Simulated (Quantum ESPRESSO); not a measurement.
**Band energies of Na3BrO**

```xyz
5
Lattice="4.5331 0.0000 0.0000 0.0000 4.5331 0.0000 0.0000 0.0000 4.5331" Properties=species:S:1:pos:R:3 pbc="T T T"
O      2.2666     2.2666     2.2666
Na     0.0000     2.2666     2.2666
Na     2.2666     0.0000     2.2666
Na     2.2666     2.2666     0.0000
Br     0.0000     0.0000     0.0000
```

PBEsol (pw.x of Quantum ESPRESSO, ONCV potentials, with spin-orbit coupling); path ΓXMΓRX,MR; energies in eV from the valence-band maximum.

```
k (1/Å)  point  band 40  band 41  band 42  band 43  band 44  band 45  band 46  band 47
-------  -----  -------  -------  -------  -------  -------  -------  -------  -------
0.00         Γ     0.00     1.94     1.94     4.87     4.87     4.87     4.87     9.04
0.23              -0.04     2.51     2.51     5.00     5.00     5.27     5.27     8.56
0.46              -0.14     3.56     3.56     5.31     5.31     5.92     5.92     7.99
0.69         X    -0.18     4.21     4.21     5.49     5.49     5.85     5.85     7.78
0.92              -0.18     4.37     4.37     5.54     5.54     5.83     5.83     7.51
1.39         M    -0.15     4.48     4.48     4.58     4.58     7.26     7.26     7.26
1.58              -0.15     4.41     4.41     4.86     4.86     7.24     7.24     7.37
1.78              -0.15     4.00     4.00     5.45     5.45     6.65     6.65     6.86
1.97              -0.10     3.23     3.23     5.37     5.37     5.80     5.80     7.48
2.17              -0.03     2.37     2.37     5.01     5.01     5.12     5.12     8.55
2.37         Γ     0.00     1.94     1.94     4.87     4.87     4.87     4.87     9.04
2.54              -0.02     2.28     2.28     5.02     5.02     5.03     5.03     8.76
2.71              -0.10     3.02     3.02     5.44     5.44     5.47     5.47     7.97
2.88              -0.21     3.91     3.91     6.02     6.02     6.07     6.07     6.92
3.05              -0.32     4.83     4.83     6.22     6.22     6.52     6.52     6.57
3.22              -0.41     5.48     5.48     6.32     6.32     6.32     6.32     6.36
3.57         R    -0.71     6.00     6.00     6.01     6.01     6.01     6.01     7.70
3.71              -0.65     5.86     5.86     6.05     6.05     6.08     6.08     7.37
3.85              -0.48     5.57     5.57     6.18     6.18     6.29     6.29     6.55
3.99              -0.30     5.36     5.36     5.71     5.71     6.40     6.40     6.71
4.13              -0.18     5.04     5.04     5.35     5.35     6.33     6.33     6.72
4.41              -0.18     4.29     4.29     5.60     5.60     5.75     5.75     7.55
4.55         X    -0.18     4.21     4.21     5.49     5.49     5.85     5.85     7.78
4.55         M    -0.15     4.48     4.48     4.58     4.58     7.26     7.26     7.26
4.72              -0.24     4.76     4.76     4.84     4.84     6.91     6.91     6.92
4.89              -0.45     5.21     5.21     5.79     5.79     6.44     6.44     6.44
5.24         R    -0.71     6.00     6.00     6.01     6.01     6.01     6.01     7.70
```

The PBEsol gap is direct, 1.94 eV at Γ.

The cell is held in this high symmetry; tilts and polar distortions were not searched.

Geometry of the Materials Project entry, not relaxed at this level.

The structure is a Materials Project entry; no match was found in the copy of COD used, and its stability was not checked.
